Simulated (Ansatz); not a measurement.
**CsPbBr3: do energies and stresses tell the same story?**

Level of theory: Ansatz, DFT PBEsol, scalar-relativistic, plane waves, PAW.

Cutoff 420 eV; k points 6×6×6 on the computed 5-atom cell (Γ-centred); Gaussian smearing, width 0.02 eV; no spin polarisation.

Relaxed cell: Pm-3m, a = 5.870 Å, b = 5.870 Å, c = 5.870 Å, α = 90.00°, β = 90.00°, γ = 90.00°, 5 atoms in the primitive cell. Whether it is the stable form of this composition wasn't checked.

Energies at zero smearing and pressures from the stress tensor, at volumes with shape and atoms relaxed:
```csv
V (Å³/atom),E − E(first) (meV/atom),P (GPa)
38.025,0.00,1.57
39.239,-8.64,0.73
40.452,-11.43,0.02
41.666,-9.28,-0.57
42.880,-2.99,-1.07
```

Q: Check P = −dE/dV between neighbouring volumes, and get the bulk modulus from the pressures alone.

A: With 1 eV/Å³ = 160.2 GPa:
```
middle V (Å³/atom)  −ΔE/ΔV (GPa) mean P (GPa)
            38.632         1.141         1.153
            39.846         0.367         0.378
            41.059        -0.283        -0.275
            42.273        -0.830        -0.823
```

The two differ by 0.01 GPa at most. The mean of two end pressures misses the average over a step by about ΔV² P″/12, up to 0.01 GPa here; with that taken off 0.00 GPa remains. Around V = 40.452 Å³/atom, the two neighbours give B = −V ΔP/ΔV = 40.452 × 1.30 / 2.427 = 21.7 GPa, against B0 = 21.5 GPa from the Birch–Murnaghan fit of the energies.

Spin–orbit coupling is left out, which can shift energies with elements as heavy as these.

Symmetry holds off the tilts and polar distortions that many cubic perovskites undergo.